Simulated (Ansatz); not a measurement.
# Notes on YbGe2Pd2

```
Ge Pd Yb
1.0
     0.00000    4.12873    0.00000
     4.12873    0.00000    0.00000
     2.06437    2.06437   -4.91349
Ge Pd Yb
2 2 1
Cartesian
  2.0644 2.0644 -1.2873
  4.1287 4.1287 -3.6262
  4.1287 2.0644 -2.4567
  2.0644 4.1287 -2.4567
  0.0000 0.0000 0.0000
```

The numbers come from plane-wave PAW DFT (Ansatz): r2SCAN, with U_eff = 3.48 eV on Pd d, U_eff = 3.0 eV on Yb f (atomic projectors), collinear spin, 500 eV, 6×6×6 Γ-centred k points, cold occupations (width 0.1161 eV). Nothing was relaxed.

The state carries no moments; the state need not be the lowest.

**Question.** Is the cell too large or too small?

**Answer.** The pressure is 17.3 GPa (compression positive), so with the atoms held at these fractions the cell would first expand; the forces are large, so a full relaxation may end otherwise. The principal stresses 13.0, 19.4, 19.4 GPa differ, so its shape would change too.

**Question.** Where is the largest force?

**Answer.** The largest is on Ge2 (and as large on other atoms): 2.17 eV/Å, components (0.00, 0.00, -2.17). It makes 120° with the line to a nearest neighbour, Pd3 at 2.37 Å.

**Question.** Is there a gap?

**Answer.** It is a metal, with about 3.2 states/eV a cell as the mean within 0.25 eV of the Fermi level, mostly Ge p (32 %), Yb f (31 %) and Pd d (16 %).

**Question.** What do density and ELF say about some of the short contacts?

**Answer.** Ge–Pd at 2.37 Å: least valence density 0.53 e/Å³ and ELF 0.37 there. Ge–Ge at 2.57 Å: least valence density 0.39 e/Å³ and ELF 0.63 there. Yb–Ge at 3.19 Å: least valence density 0.13 e/Å³ and ELF 0.11 there. These are pseudo-fields; inside the PAW spheres they differ from the all-electron ones.

Origin: a known structure type with other elements, at an estimated volume, so it need not be a known compound. Caveats: the input typed no starting moments; atoms or cell far from equilibrium.
